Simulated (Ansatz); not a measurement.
## Formation energy of CsCl-type BiTe

The computed numbers are results of r²SCAN, scalar-relativistic (no spin polarisation) in the plane-wave PAW code Ansatz at 500 eV, Γ-centred 10×10×10 mesh, 0.05 eV Gaussian smearing. The datasets are Ansatz's generated set soft_2.

The start was a prototype's sites filled with these elements. The Crystallography Open Database lists the compound in space groups P-3m1, Fm-3m (rock salt), so this is a trial structure.

It takes space group Pm-3m (No. 221, cubic). The conventional cell has a = 3.904 Å, b = 3.904 Å, c = 3.904 Å, α = 90.00°, β = 90.00°, γ = 90.00°. Bi (site symmetry m-3m) has 8 Te at 3.38 Å as nearest neighbours. Te (site symmetry m-3m) has 8 Bi at 3.38 Å as nearest neighbours. (Shells end 15 % past the nearest neighbour.)

The elements were computed in their standard states with the same datasets, cutoff and functional. Total energies depend on the potentials used, so only differences within one code and one set of settings carry meaning.

Energy of the relaxed cell (2 atoms, smearing extrapolated to zero): -19405.663 eV. Elements, in eV/atom: Bi -12411.057, Te -6994.823.

Question: What is the formation energy?

Answer: [-19405.663 − (1 × -12411.057 + 1 × -6994.823)] / 2 = 0.11 eV/atom, or 10 kJ per mole of atoms.

The value is for 0 K, without zero-point energy. A positive value means that this structure is unstable even against the elements at this level.

With 31 valence electrons in the calculation's cell and no magnetic order, the bands, two electrons each, can't all be full or empty: band theory demands a metal.

Scalar-relativistic only: spin–orbit splittings of the heavy atoms' levels are missing. Spin polarisation wasn't tried. A displaced or strained copy of the relaxed cell lay 1.6 meV/atom lower, so the structure isn't a true minimum at this level, unless the mesh, which matters in a metal, makes it so.
